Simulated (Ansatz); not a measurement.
Here is the system:

VCu₃S₄:
```
CELL_PARAMETERS angstrom
      5.24311     0.00000     0.00000
      0.00000     5.24311     0.00000
      0.00000     0.00000     5.24311
ATOMIC_POSITIONS crystal
  V  0.00000 0.00000 0.00000
  Cu 0.00000 0.50000 0.00000
  Cu 0.50000 0.00000 0.00000
  Cu 0.00000 0.00000 0.50000
  S  0.75901 0.24099 0.75901
  S  0.24099 0.24099 0.24099
  S  0.24099 0.75901 0.75901
  S  0.75901 0.75901 0.24099
```

This is the LDA-relaxed structure. x, y and z are the axes in which the lattice vectors are written.

Question: All from LDA in the plane-wave PAW code Ansatz, unless another level is named. Give the piezoelectric stress constants (proper, relaxed ions, C/m²).

Answer: e14 = e25 = e36 = 0.13.

Question: What about the bulk modulus (Birch–Murnaghan fit)?

Answer: 55.0 GPa.

Question: What about the highest zone-centre frequency (without LO–TO term)?

Answer: 460 cm⁻¹.

Space group P-43m. The first step of the workflow began from a Materials Project structure, measured or hypothetical; the Crystallography Open Database files this formula in space group No. 215, but the cells were not matched. Whether it is the stable phase at ambient conditions was not checked. The cell was relaxed with LDA under the symmetry of its start; phonons on a q-mesh show no instability. The run is not spin-polarised.

Potentials: the later of the program's two PAW sets.
